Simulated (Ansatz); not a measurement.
According to plane-wave PAW PBE (Ansatz code), CaZrN2 in the orthorhombic phase (Pna2_1; Ca on 4a, Zr on 4a, N on 4a, N on 4a) relaxes to a = 6.559 Å, b = 7.956 Å, c = 4.928 Å. Its formation energy from the elements is -1.41 eV/atom, with no fitted shifts.

The Kohn–Sham gap is 2.42 eV (smallest direct gap 2.43 eV). The electron mass is 0.80, 1.0, 1.0 mₑ (principal values). The hole mass is 0.50, 4.4, 6.9 mₑ (principal values).

The start of the workflow was typed in or built on a structure type; neither database checked (COD, Materials Project) lists it. Its standing as an ambient phase is unchecked. The cell was relaxed with PBE under the symmetry of its start; its stability against distortions is not shown here. The run is not spin-polarised. The references are the lowest solids computed at this level, not always the standard phases (solids in place of the gases). Scalar-relativistic: spin–orbit coupling is off unless named, which matters more the heavier the elements.

Potentials: the earlier of the program's two PAW sets.
